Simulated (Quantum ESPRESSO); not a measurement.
# Planted mistakes on one cell of Si3O4FN

These are calculations, not measurements. They come from pw.x of Quantum ESPRESSO 7.5, a plane-wave density functional program, with PseudoDojo standard norm-conserving files (v0.5 for PBE, v0.4.1 for LDA and PBEsol). The cells are made up: elements, strain and atom displacements were drawn at random, and nothing was relaxed. There is no spin polarisation, spin-orbit coupling or dispersion term.

The cell has 9 sites of a quartz lattice. Sites 1 to 3 hold Si Si Si; sites 4 to 9 hold O O O F N O. Cell vectors in Å: (5.218, -0.011, -0.038); (-2.618, 4.472, 0.028); (-0.042, 0.011, 5.658). Settings: PBE, cutoff 1143 eV, 5 x 5 x 4 k mesh shifted by half a step, Fermi-Dirac smearing of 0.025 eV.

The intended run has a self-consistency threshold of 1e-07 eV, a smearing term of 0.000 eV, a pressure of -10.50 GPa and 12 iterations. Each further run changes one thing: all lengths scaled by 1.0138; atoms of sites 7 and 8 exchanged; cutoff 620 eV; files of LDA; one electron removed; smearing 0.66 eV; threshold 0.3 eV. A coarse mesh keeps the shift, and a charged cell sits in a uniform background.

| run | change of free energy (eV) | smearing term -TS (eV) | change of P (GPa) | largest change of a force component (eV/Å) | iterations |
| --- | --- | --- | --- | --- | --- |
| A | 2.661 | 0.000 | -6.35 | 0.342 | 12 |
| B | -0.317 | -1.012 | 2.04 | 0.838 | 12 |
| C | 7.237 | 0.000 | -36.21 | 0.103 | 12 |
| D | 0.435 | 0.000 | -4.10 | 0.328 | 12 |
| E | -2.885 | -0.016 | -10.70 | 3.107 | 14 |
| F | 0.028 | 0.000 | 0.76 | 0.156 | 5 |
| G | -0.004 | 0.000 | -0.61 | 10.926 | 12 |

A rerun of the intended cell at 1437 eV and k mesh 7 x 7 x 6 moved values by no more than 0.002 eV in the cell's energy, 0.02 GPa in stress and 0.002 eV/Å in force.

Question: which change belongs to which run?

## Worked reading

Run F has the fewest iterations, as a run stopped early does. Run B has the largest smearing term, as wide smearing gives. Run C has a higher energy and the largest fall in pressure, as too small a basis gives. Run D changes the volume by a factor of 1.0420; minus its pressure change over the logarithm of that factor, 100 GPa, is a rough bulk modulus with clamped atoms. Energies from files of another functional, or of a charged cell, have another zero and say nothing on stability; the pressure of a charged cell rests on the program's zero of potential too.

## Key

```
run                            change
  A                      files of LDA
  B                  smearing 0.66 eV
  C                     cutoff 620 eV
  D      all lengths scaled by 1.0138
  E              one electron removed
  F                  threshold 0.3 eV
  G  atoms of sites 7 and 8 exchanged
```